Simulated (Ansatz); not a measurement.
Zone-centre phonons of Al at 11 GPa: input and output

Computed with DFT PBEsol, scalar-relativistic, plane waves, PAW in Ansatz 0.2.0.

Launched with:
```bash
ansatz run input.yaml --threads 1 --pin off --max-ram 3072MiB --backend cpu --events-out ev --progress --plain --runs-dir out
```

Input (bare energies are in eV):
```yaml
crystal:
  lattice:
    - [2.7406328139, 0.0, 0.0]
    - [-1.3703164069, 2.3734576393, 0.0]
    - [0.0, 0.0, 4.4976127232]
  atoms:
    - { symbol: Al, position: [0.6666666667, 0.3333333333, 0.75] }
    - { symbol: Al, position: [0.3333333333, 0.6666666667, 0.25] }
basis:
  ecutwfc: 420
kpoints:
  mp_grid: { grid: [18, 18, 10] }
hamiltonian:
  xc: pbesol
scf:
  occupations: { method: fermi_dirac, width: 0.15 }
output:
  eigenvalues: true
phonons:
  method: dfpt
  eigenvectors: true
```

Results section of the output:
```
--- Phonons (Γ-DFPT): 2 representative perturbations + reference, on 546 of 3240 k-points (Σ response iterations 6) ---
  k mesh reduced under 4 symmetry operations, with k and −k counted as one. Each operation leaves every solved displacement unchanged or reverses it
  ASR residual: 4.277e-5 → 0.000e0 eV/Å²; symmetrization residual: 9.469e-12 eV/Å²
  ASR residual per site (eV/Å²): 4.28e-5 4.28e-5
  Γ frequencies (cm⁻¹): 0.00 0.00 0.00 179.13 179.13 384.45
  non-analytic LO–TO correction: not included (Born effective charges unavailable; polar crystals: no LO–TO splitting at Γ)
```

Time: 11 s on 1 thread of Intel(R) Xeon(R) 6975P-C (Granite Rapids), on a shared host, peak memory 0.66 GiB.

In a metal, frequencies and elastic constants depend on the k mesh and the smearing, soft modes and shear constants most. Other phases may be more stable at this pressure.

This form isn't the element's structure at ambient conditions.